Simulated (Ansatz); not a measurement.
Density of states of BaAlGe

```cif
data_structure
_symmetry_space_group_name_H-M 'P-6m2'
_symmetry_Int_Tables_number 187
_cell_length_a 4.3526
_cell_length_b 4.3526
_cell_length_c 5.2278
_cell_angle_alpha 90.000
_cell_angle_beta 90.000
_cell_angle_gamma 120.000
_cell_volume 85.77
loop_
_atom_site_label
_atom_site_type_symbol
_atom_site_symmetry_multiplicity
_atom_site_Wyckoff_symbol
_atom_site_fract_x
_atom_site_fract_y
_atom_site_fract_z
_atom_site_occupancy
Ba1 Ba 1 a 0.00000 0.00000 0.00000 1
Al1 Al 1 f 0.66667 0.33333 0.50000 1
Ge1 Ge 1 d 0.33333 0.66667 0.50000 1
```

The runs use the primitive cell with vectors (4.353, 0.000, 0.000), (-2.176, 3.769, 0.000), (0.000, 0.000, 5.228) Å, to which the k mesh refers.

Structure from Materials Project entry mp-13272 (possibly hypothetical), not relaxed further.

No spin–orbit coupling, which matters for the heavy atoms here.

Computed with DFT, PBEsol, all-electron LAPW, scalar-relativistic in Ansatz 0.2.0.

Sampling and basis: a Γ-centred 10×10×7 k mesh, Fermi–Dirac smearing of 0.03 eV, basis error target 1 meV/atom, no spin polarisation.

States per eV and cell, averaged over 0.4 eV, from -13.0 to 2.0 eV, with energies (bin centres) from the Fermi level; empty bins are left out. 

| E (eV) | total |
| --- | --- |
| -12.9 | 6.75 |
| -9.7 | 0.17 |
| -9.3 | 0.75 |
| -8.9 | 1.49 |
| -8.5 | 2.40 |
| -8.1 | 0.19 |
| -5.7 | 0.14 |
| -5.3 | 1.82 |
| -4.9 | 0.83 |
| -4.5 | 0.53 |
| -4.1 | 0.43 |
| -3.7 | 0.39 |
| -3.3 | 0.77 |
| -2.9 | 1.15 |
| -2.5 | 1.96 |
| -2.1 | 1.55 |
| -1.7 | 3.16 |
| -1.3 | 2.14 |
| -0.9 | 0.12 |
| -0.5 | 0.93 |
| -0.1 | 1.99 |
| 0.3 | 1.49 |
| 0.7 | 0.99 |
| 1.1 | 1.75 |
| 1.5 | 1.96 |
| 1.9 | 1.38 |
